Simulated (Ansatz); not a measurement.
Values for one crystal, relaxed and computed with the program Ansatz at the PBEsol level (PAW); other levels are named.

| Quantity | Result |
|---|---|
| Volume per atom | 21.18 Å³ |
| Electronic character | metallic (no gap) |
| Gap with spin–orbit coupling | none (metallic) |
| Formation energy from the elements (no fitted shifts) | -0.32 eV/atom |
| Density of states at the Fermi level | 0.43 states/eV per atom (mean over ±0.08 eV) |
| Bulk modulus (Birch–Murnaghan fit) | 79.3 GPa |
| Pressure derivative B′ | 4.4 |

Task: Pick the material that matches.
A. MnPd, CsCl type
B. BePd, CsCl type
C. CaPd2, I4/mmm (Pd on 4d, Ca on 2a)
D. NbAl3, I4/mmm (Al on 2b, Al on 4d, Nb on 2a)

Result: C, CaPd2, I4/mmm (Pd on 4d, Ca on 2a)

The workflow started from an entry of the Crystallography Open Database (COD). Its standing as an ambient phase is unchecked. The PBEsol relaxation kept the symmetry of its start; whether a distortion lowers the energy is not shown. No spin polarisation was allowed. The volume moved by -23 % from the start of the relaxation. The volume fell by over 15 % from the filed cell, which may lack light atoms or belong to other conditions. The references are the lowest solids computed at this level, not always the standard phases. Spin–orbit coupling is left out wherever it is not named.

Potentials: the later of the program's two PAW sets.
